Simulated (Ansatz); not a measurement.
Cd$_{2}$TeS:
```xyz
4
Lattice="4.3464 0.0000 0.0000 -2.1732 3.7641 0.0000 0.0000 0.0000 7.1414" Properties=species:S:1:pos:R:3 pbc="T T T"
Cd     2.1732     1.2547     3.3721
Cd     0.0000     0.0000     0.1778
Te     0.0000     0.0000     4.5063
S      2.1732     1.2547     0.8562
```

Relaxed with PBEsol. Special points in fractions of this cell's reciprocal vectors: Γ (0.000, 0.000, 0.000); M (0.500, 0.000, 0.000); K (0.333, 0.333, 0.000); A (0.000, 0.000, 0.500); L (0.500, 0.000, 0.500); H (0.333, 0.333, 0.500).

Task: List the band energies nearest the Fermi level at these points for PBEsol with spin–orbit coupling in the plane-wave PAW code Ansatz.

Result: In eV from the Fermi level; about four levels below and three above (degenerate sets whole), none deeper than 8.9 eV; points with the same levels are listed once.

```
k                    below                above
-  -----------------------  -------------------
Γ  -0.44 -0.44 -0.22 -0.22  0.02 0.02 1.87 1.87
M  -2.19 -2.19 -1.18 -1.18  1.98 1.98 2.47 2.47
K  -2.71 -2.49 -2.28 -2.27       2.99 3.00 3.20
A  -0.68 -0.68 -0.09 -0.09  1.03 1.03 2.39 2.39
L  -1.93 -1.93 -1.40 -1.40  1.76 1.76 2.14 2.14
H  -2.33 -2.18 -1.58 -1.55       2.51 2.62 2.82
```

Space group P3m1. The first step of the workflow began from a Materials Project structure, measured or hypothetical; the Crystallography Open Database copy checked does not list it. Whether it is the stable phase at ambient conditions was not checked. The PBEsol relaxation kept the symmetry of its start; of distortions, only those at the zone centre were tested. The Fermi level of a semimetal is unsure by some 0.05 eV on such meshes.

Potentials: the later of the program's two PAW sets.
